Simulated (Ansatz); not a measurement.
Te2Pt:
```xyz
3
Lattice="4.0198 0.0000 0.0000 -2.0099 3.4813 0.0000 0.0000 0.0000 5.0909" Properties=species:S:1:pos:R:3 pbc="T T T"
Te     2.0099     1.1604     3.7507
Te     0.0000     2.3208     1.3402
Pt     0.0000     0.0000     0.0000
```

Relaxed with LDA. Special points in fractions of this cell's reciprocal vectors: Γ (0.000, 0.000, 0.000); M (0.500, 0.000, 0.000); K (0.333, 0.333, 0.000); A (0.000, 0.000, 0.500); L (0.500, 0.000, 0.500); H (0.333, 0.333, 0.500).

Task: List the band energies nearest the Fermi level at these points for LDA in the plane-wave PAW code Ansatz.

Result: In eV from the Fermi level; about four levels below and three above (degenerate sets whole), none deeper than 8.9 eV; points with the same levels are listed once.

```json
[
 {"k": "Γ", "below": "-3.82 -3.82 -2.70 -0.50 -0.50", "above": "0.89 0.89 1.64"},
 {"k": "M", "below": "-3.51 -3.45 -3.39 -2.92", "above": "0.12 2.71 3.96"},
 {"k": "K", "below": "-1.83 -1.83 -0.18 -0.18", "above": "2.60 6.54 7.53 7.53"},
 {"k": "A", "below": "-2.32 -1.38 -1.30 -1.30", "above": "2.31 2.31 4.19"},
 {"k": "L", "below": "-3.46 -3.27 -2.37 -0.71", "above": "0.32 1.41 4.36"},
 {"k": "H", "below": "-4.08 -4.08 -3.53 -2.73 -2.73", "above": "2.68 2.68 5.93"}
]
```

Space group P-3m1. Symmetry was held in the LDA relaxation; of distortions, only those at the zone centre were tested. No spin polarisation was allowed. A crystal of weakly bound layers computed without a dispersion correction: the cell and the soft elastic constants depend strongly on that. Scalar-relativistic: spin–orbit coupling is off unless named, which matters more the heavier the elements.

Potentials: the earlier of the program's two PAW sets.
